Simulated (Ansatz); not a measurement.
Ga2O3:
```cif
data_Ga4O6
_chemical_formula_sum 'Ga4 O6'
_space_group_name_H-M_alt 'P 1'
_space_group_IT_number 1
_cell_length_a 6.32432
_cell_length_b 6.32432
_cell_length_c 5.81038
_cell_angle_alpha 76.694
_cell_angle_beta 103.306
_cell_angle_gamma 152.117
loop_
_space_group_symop_operation_xyz
  'x, y, z'
loop_
_atom_site_label
_atom_site_type_symbol
_atom_site_fract_x
_atom_site_fract_y
_atom_site_fract_z
_atom_site_occupancy
Ga1 Ga 0.90951 0.09049 0.70469 1
Ga2 Ga 0.09049 0.90951 0.29531 1
Ga3 Ga 0.65876 0.34124 0.81446 1
Ga4 Ga 0.34124 0.65876 0.18554 1
O1 O 0.82677 0.17323 0.93725 1
O2 O 0.17323 0.82677 0.06275 1
O3 O 0.83474 0.16526 0.39046 1
O4 O 0.16526 0.83474 0.60954 1
O5 O 0.49626 0.50374 0.75594 1
O6 O 0.50374 0.49626 0.24406 1
```

Relaxed with PBEsol.

**Question.** Give the optical modes at the zone centre with their infrared activity from DFPT, PBEsol (plane waves, PAW; program Ansatz).

**Answer.** Transverse frequencies, without the LO–TO term; a row sums one degenerate level.

```
ω (cm⁻¹)  degeneracy  IR ((D/Å)²/amu)     activity  symmetry
--------  ----------  ---------------  -----------  --------
106                1             0.00  IR-inactive        Ag
108                1             0.00  IR-inactive        Bg
141                1             0.00  IR-inactive        Bg
148                1             0.13           IR        Au
160                1             0.00  IR-inactive        Ag
188                1            11.18           IR        Bu
189                1             0.00  IR-inactive        Ag
246                1             8.10           IR        Bu
269                1             0.62           IR        Bu
294                1            14.42           IR        Au
308                1             0.00  IR-inactive        Ag
337                1             0.00  IR-inactive        Ag
342                1             0.00  IR-inactive        Bg
345                1             5.16           IR        Bu
383                1             0.00  IR-inactive        Ag
414                1            29.50           IR        Bu
438                1            24.34           IR        Au
451                1             0.00  IR-inactive        Ag
463                1             0.00  IR-inactive        Bg
550                1            32.29           IR        Bu
605                1             0.00  IR-inactive        Ag
632                1             0.00  IR-inactive        Bg
633                1             0.00  IR-inactive        Ag
642                1            13.33           IR        Au
663                1             8.64           IR        Bu
715                1             4.77           IR        Bu
734                1             0.00  IR-inactive        Ag
```

**Question.** How high does the top mode go among those that the LO–TO term moves?

**Answer.** 734 cm⁻¹ for q along x, 734 cm⁻¹ for q along y, 760 cm⁻¹ for q along z.

Space group C2/m. Symmetry was held in the PBEsol relaxation.

Potentials: the later of the program's two PAW sets.
